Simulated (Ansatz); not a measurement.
## What DFT gives for KZn

```xyz
4
Lattice="0.0000 3.9428 3.9428 3.9428 0.0000 3.9428 3.9428 3.9428 0.0000" Properties=species:S:1:pos:R:3 pbc="T T T"
K     0.0000    0.0000    0.0000
K     1.9714    1.9714    1.9714
Zn    3.9428    3.9428    3.9428
Zn    5.9142    5.9142    5.9142
```

The numbers come from plane-wave PAW DFT (Ansatz): r2SCAN, no spin polarisation, 500 eV, 8×8×8 Γ-centred k points, fermi-dirac occupations (width 0.0172 eV). Nothing was relaxed.

- Stress: The pressure is -0.1 GPa (compression positive), so with the atoms held at these fractions the cell is close to zero pressure.
- Formation energy: 0.29 eV an atom against the elements' usual phases (free molecules for gases, crystals otherwise, with no correction for O₂ or N₂), so at this geometry it isn't bound against them. Relaxing would lower it.
- At the Fermi level: It is a metal, with about 3.3 states/eV a cell as the mean within 0.25 eV of the Fermi level.
- Charges: Bader charges in e: K +0.68, Zn -0.68. In the mean K gives up most and Zn takes most.

Origin: a known structure type with other elements, at an estimated volume, so it need not be a known compound.
